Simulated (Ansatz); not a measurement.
MoSi₂ (MoSi2 type, space group I4/mmm)

```
CELL_PARAMETERS angstrom
     -1.59521     1.59521     3.91055
      1.59521    -1.59521     3.91055
      1.59521     1.59521    -3.91055
ATOMIC_POSITIONS crystal
  Mo 0.00000 0.00000 0.00000
  Si 0.33508 0.33508 0.00000
  Si 0.66492 0.66492 0.00000
```

The slice is a (1 0 -1) plane (indices of the conventional cell) through the point (0.000, 0.000, 0.000) (fractional), spanned by u = [101] and v = [121] in vectors of this cell: u (3.19 Å) and v (8.45 Å, at 90° to u). It covers one period; positions are fractions (u, v).

Calculation: PBEsol (plane waves to 420 eV, PAW, scalar-relativistic; Ansatz, a first-principles code). k mesh 20×20×20. Near the nuclei the fields are pseudised (PAW); where an atom keeps semicore shells as valence, they peak there. MoSi2 is run without spin polarisation. MoSi2 was relaxed with its symmetry unable to fall. The PAW data are Ansatz's earlier set.

**Question.** Sketch the electron localisation function (ELF) on this plane as a map.

**Answer.** 
```
|xx99330033003399|
|4433114455441133|
|2233556666665533|
|7777776655667777|
|6677887766778877|
|5566777777777766|
|6666553322335566|
|5544113344331144|
|33003399xx993300|
|330055xxxxxx5500|
|33003399xx993300|
|5544113344331144|
|6666553322335566|
|5566777777777766|
|6677887766778877|
|7777776655667777|
|2233556666665533|
|4433114455441133|
|xx99330033003399|
|xxxx5500330055xx|
```
Scale: ten equal steps from 0.15 (start of '0') to 0.73 (end of '9'), in the order '0123456789'. Values: electron localisation function (ELF). The map has 8 points along u (two characters each, u = 0 at the left) and 20 along v (v = 0 in the bottom row). Points within 0.5 Å of a nucleus are blanked (x), as the pseudised field means little there.
